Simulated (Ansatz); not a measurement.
Ansatz input file:

```yaml
crystal:
  lattice:
    - [3.1835163552, 0.0, 0.0]
    - [-1.5917581776, 2.7570060369, 0.0]
    - [0.0, 0.0, 16.95057789]
  atoms:
    - { symbol: W, position: [0.33333333, 0.66666667, 0.0] }
    - { symbol: S, position: [0.66666667, 0.33333333, 0.90799949] }
    - { symbol: S, position: [0.66666667, 0.33333333, 0.09200051] }
basis:
  ecutwfc: 420
kpoints:
  mp_grid: { grid: [12, 12, 2] }
hamiltonian:
  xc: pbesol
  dispersion: d3bj
scf:
  occupations: { method: gaussian, width: 0.02 }
output:
  forces: true
  stress: true
  eigenvalues: true
  write_density: true
  write_potential: true
  elf: true
  volumetric_format: npy
relax:
  adjacent_minimum: "off"
  f_tol: 0.01
  max_steps: 40
```

Run as
```bash
ansatz run input.yaml --threads 1 --pin off --max-ram 2560MiB --backend cpu --events-out ev --progress --plain --runs-dir out
```

Theory: Ansatz 0.2.0, DFT PBEsol+D3(BJ), scalar-relativistic, plane waves, PAW.

Abridged output:

```
Warning: output.stress: scf.convergence.dr2_threshold = 1e-7 eV (the SCF's general default) is looser than the 3e-10 eV advised for a printed stress (1e-10 eV for each atom of the cell: 3). ...
Pseudopotentials: kind: paw
Pseudopotential: W, paw, valence charge 14, recommended cutoff 420 eV (normal)
Pseudopotential: S, paw, valence charge 6, recommended cutoff 420 eV (normal)
Functional definition: PBEsol
Crystal: 3 atoms, lattice volume = 148.775 Å³
Basis set: ecut = 420 eV, 2937 PW (Γ), exchange–correlation on 48×48×240 points (8 copies of the dense FFT grid, shifted against one another)
Bands: 17, of which v1, the nominal top of the filled ones, is band 13 counted from 1 (12 counted from 0)
Symmetry: 12 space group operations
Space group: P-6m2 (ITA 187), of the structure as read, at distance tolerance 5.3e-5 Å
k-points: 38 of 288 (time reversal used)
Initial density: superposition of atomic densities (neutral atoms: chi_scale 0, normalization atom), corrected by the library's trained network
Initial wavefunctions: pseudopotential atomic-orbital guess
Functional: x = pbesol(κ = 0.804, μ = 0.12345679), c = pbesol(β = 0.046)
SCF iter   1: F=—  HF=-12029.781138 eV  |F-HF|=—  |Δ(HF+E_count)|=         —  Δρ=5.53e-3  dr2=1.06e-1  ethr=1.77e-3  ⟨swp⟩=9.6  Hψ=4730  notcnv=0
SCF iter   2: F=—  HF=-12029.825959 eV  |F-HF|=—  |Δ(HF+E_count)|=   4.48e-2  Δρ=7.96e-3  dr2=3.53e-1  ethr=4.09e-4  ⟨swp⟩=3.2  Hψ=1593  notcnv=0  recentre
SCF iter   3: F=—  HF=-12029.768466 eV  |F-HF|=—  |Δ(HF+E_count)|=   5.75e-2  Δρ=1.97e-3  dr2=3.94e-3  ethr=4.09e-4  ⟨swp⟩=3.0  Hψ=1199  notcnv=0
SCF iter   4: F=—  HF=-12029.771847 eV  |F-HF|=—  |Δ(HF+E_count)|=   3.38e-3  Δρ=3.89e-4  dr2=1.19e-4  ethr=1.52e-5  ⟨swp⟩=2.1  Hψ=1335  notcnv=0
SCF iter   5: F=—  HF=-12029.771929 eV  |F-HF|=—  |Δ(HF+E_count)|=   8.25e-5  Δρ=1.27e-4  dr2=9.12e-6  ethr=4.59e-7  ⟨swp⟩=2.6  Hψ=1212  notcnv=0
SCF iter   6: F=-12029.771946 eV  HF=-12029.771946 eV  |F-HF|=6.30e-7  |Δ(HF+E_count)|=   1.71e-5  Δρ=2.15e-5  dr2=8.80e-7  ethr=9.62e-9  ⟨swp⟩=16.3  Hψ=6922  notcnv=0
SCF 1 converged in 6 iterations: F = -12029.771946 eV  dr2 = 8.80e-7
relax step   1: F+E_penalty+E_count = -12029.77194569 eV  Δ(F+E_penalty+E_count) = +0.000e0 eV  max|allowed force component| = 1.750e-1 eV/Å  Δτ_max = 0.0000 Å  (6 SCF iters, dr2 threshold 2.50e-6 eV, accepted)
Initial density: handed on by an earlier stage of this run
Initial wavefunctions: those handed on with the density
SCF iter   1: F=—  HF=-12029.773210 eV  |F-HF|=—  |Δ(HF+E_count)|=         —  Δρ=7.20e-4  dr2=1.05e-3  ethr=3.93e-6  ⟨swp⟩=2.8  Hψ=2817  notcnv=0
SCF iter   2: F=—  HF=-12029.773333 eV  |F-HF|=—  |Δ(HF+E_count)|=   1.23e-4  Δρ=6.32e-4  dr2=2.11e-3  ethr=3.93e-6  ⟨swp⟩=3.0  Hψ=1414  notcnv=0
SCF iter   3: F=—  HF=-12029.773019 eV  |F-HF|=—  |Δ(HF+E_count)|=   3.14e-4  Δρ=2.78e-4  dr2=2.44e-4  ethr=3.93e-6  ⟨swp⟩=2.0  Hψ=1060  notcnv=0
SCF iter   4: F=—  HF=-12029.772981 eV  |F-HF|=—  |Δ(HF+E_count)|=   3.81e-5  Δρ=8.04e-5  dr2=1.13e-5  ethr=9.40e-7  ⟨swp⟩=2.2  Hψ=835  notcnv=0
SCF iter   5: F=-12029.772979 eV  HF=-12029.772979 eV  |F-HF|=2.15e-7  |Δ(HF+E_count)|=   1.76e-6  Δρ=1.57e-5  dr2=3.62e-7  ethr=7.37e-9  ⟨swp⟩=13.1  Hψ=6679  notcnv=0
SCF 2 converged in 5 iterations: F = -12029.772979 eV  dr2 = 3.62e-7
relax step   2: F+E_penalty+E_count = -12029.77297884 eV  Δ(F+E_penalty+E_count) = -1.033e-3 eV  max|allowed force component| = 1.011e-1 eV/Å  Δτ_max = 0.0136 Å  (5 SCF iters, dr2 threshold 1.91e-6 eV, accepted)
SCF iter   1: F=—  HF=-12029.773542 eV  |F-HF|=—  |Δ(HF+E_count)|=         —  Δρ=2.55e-4  dr2=1.33e-4  ethr=5.25e-6  ⟨swp⟩=3.2  Hψ=1889  notcnv=0
SCF iter   2: F=—  HF=-12029.773522 eV  |F-HF|=—  |Δ(HF+E_count)|=   2.05e-5  Δρ=2.24e-4  dr2=2.67e-4  ethr=5.12e-7  ⟨swp⟩=2.6  Hψ=1492  notcnv=0
SCF iter   3: F=—  HF=-12029.773482 eV  |F-HF|=—  |Δ(HF+E_count)|=   3.92e-5  Δρ=9.82e-5  dr2=3.28e-5  ethr=5.12e-7  ⟨swp⟩=2.0  Hψ=908  notcnv=0
SCF iter   4: F=—  HF=-12029.773477 eV  |F-HF|=—  |Δ(HF+E_count)|=   5.14e-6  Δρ=2.97e-5  dr2=1.64e-6  ethr=1.26e-7  ⟨swp⟩=2.3  Hψ=871  notcnv=0
SCF iter   5: F=-12029.773477 eV  HF=-12029.773477 eV  |F-HF|=2.65e-8  |Δ(HF+E_count)|=   2.60e-7  Δρ=6.15e-6  dr2=4.78e-8  ethr=2.46e-9  ⟨swp⟩=14.3  Hψ=6045  notcnv=0
SCF 3 converged in 5 iterations: F = -12029.773477 eV  dr2 = 4.78e-8
relax step   3: F+E_penalty+E_count = -12029.77347704 eV  Δ(F+E_penalty+E_count) = -4.982e-4 eV  max|allowed force component| = 3.032e-4 eV/Å  Δτ_max = 0.0049 Å  (5 SCF iters, dr2 threshold 6.39e-7 eV, accepted)
SCF iter   1: F=—  HF=-12029.773457 eV  |F-HF|=—  |Δ(HF+E_count)|=         —  Δρ=6.26e-6  dr2=4.95e-8  ethr=1.90e-10  ⟨swp⟩=1.0  Hψ=2204  notcnv=0
SCF iter   2: F=—  HF=-12029.773477 eV  |F-HF|=—  |Δ(HF+E_count)|=   1.96e-5  Δρ=4.67e-6  dr2=1.01e-7  ethr=1.90e-10  ⟨swp⟩=11.7  Hψ=4862  notcnv=0
SCF iter   3: F=-12029.773477 eV  HF=-12029.773477 eV  |F-HF|=1.18e-8  |Δ(HF+E_count)|=   1.38e-8  Δρ=2.72e-6  dr2=1.56e-8  ethr=1.90e-10  ⟨swp⟩=9.0  Hψ=4928  notcnv=0
SCF 4 converged in 3 iterations: F = -12029.773477 eV  dr2 = 1.56e-8
relax step   4: F+E_penalty+E_count = -12029.77347705 eV  Δ(F+E_penalty+E_count) = -1.193e-8 eV  max|allowed force component| = 3.018e-4 eV/Å  Δτ_max = 0.0000 Å  (3 SCF iters, accepted)
WARN: The output density's exchange-correlation potential varies sharply where the density is thin. Do not read a vacuum level from v_tot or v_xc, or from such a field of the output density. On a cell that repeats whose density bears no net charge and no dipole along the vacuum's axis use v_es (v_loc + v_h of the components); under efield.dipole_correction with no amplitude use v_es + v_field, which holds any external_charges[].barrier, or the levels of the report's work_function block, which leave it out; under a non-zero efield.amplitude the vacuum is tilted and has no level; on a cell that repeats and bears such a dipole with no correction it is tilted too, and efield.dipole_correction wi ...
SCF converged after 3 iterations
Free energy (F): -12029.773477 eV
Harris-Foulkes:  -12029.773477 eV  (|F-HF|=1.18e-8)
Internal energy: -12029.773477 eV  (E = F + TS)
E sigma→0 (E₀):  -12029.773477 eV
Fermi energy:    1.106009 eV
--- Per-component energies (eV) ---
  E_band       = -468.065419
  E_kinetic    = 665.735411
  E_local      = -12439.392156  (includes V_loc(G=0)·N_el)
  E_nonlocal   = 60.261754
  E_hartree    = 5898.446770
  E_xc         = -458.139035
  E_vxc        = -414.213671  (∫ρ·V_xc dr)
  E_paw        = -9604.473680  (= ΣΔE_a)
  E_vpaw       = -137.358786  (= ΣTr[D̂ρ^β])
  E_aug_tail   = -0.000064  (compensation charges beyond the density's cutoff)
  E_ewald      = 3848.174841
  E_disp       = -0.733008  (pairwise vdW)
  E_core_change = 0.345691  (= ΣΔE_core)
  E_smearing   =  0.000000  (= −TS)
--- Forces (eV/Å), atoms counted from 1 ---
  atom   1  W      0.00000000     0.00000000     0.00000000
  atom   2  S      0.00000000     0.00000000    -0.00030182
  atom   3  S      0.00000000     0.00000000     0.00030182
--- Stress (GPa, compression-positive) ---
       -2.001207       0.000000       0.000000
        0.000000      -2.001207       0.000000
        0.000000       0.000000      -0.014652
  P = ⅓ Tr σ = -1.3390 GPa (-13.390 kbar)
--- Band table (eV; the first three rows and the last of 38) ---
  k-point 0: bands = ["-73.6696", "-37.9561", "-37.8026", "-37.8026", "-14.5808", "-12.8535", "-6.1524", "-2.7361", "-2.7361", "-1.8119", "-1.4659", "-1.4659", "0.2513", "3.1134", "3.1134", "3.3405", "3.3405"]
  k-point 1: bands = ["-73.6696", "-37.9561", "-37.8026", "-37.8026", "-14.5808", "-12.8535", "-6.1524", "-2.7361", "-2.7361", "-1.8119", "-1.4659", "-1.4659", "0.2513", "3.1134", "3.1134", "3.3405", "3.3405"]
  k-point 2: bands = ["-73.6685", "-37.9519", "-37.8258", "-37.8080", "-14.4649", "-12.8132", "-6.0165", "-3.0311", "-2.6219", "-2.2845", "-1.6461", "-1.1854", "0.1854", "3.0081", "3.0592", "3.2326", "3.3334"]
  k-point 37: bands = ["-73.6506", "-38.0560", "-38.0205", "-37.8852", "-12.1184", "-11.9766", "-5.6149", "-5.1812", "-4.3190", "-3.6756", "-3.0103", "-2.0745", "0.1995", "1.9609", "3.6251", "4.3281", "5.8031"]
--- Relaxed structure (4 steps of the walk, 4 accepted, 0 SCFs on fresh bases) ---
  F+E_penalty+E_count = -12029.77347705 eV   max|allowed force component| = 3.018e-4 eV/Å
  atoms:
    - { symbol: W, position: [0.33333333, 0.66666666, 0.0] }
    - { symbol: S, position: [0.66666666, 0.33333333, 0.90851334] }
    - { symbol: S, position: [0.66666666, 0.33333333, 0.09148665] }
```

The relaxation met its thresholds.

It took 37 s on 1 thread of Intel(R) Xeon(R) Platinum 8488C (Sapphire Rapids) (shared host), peak memory 0.45 GiB.

Spin–orbit coupling is left out, which can shift energies with elements as heavy as these.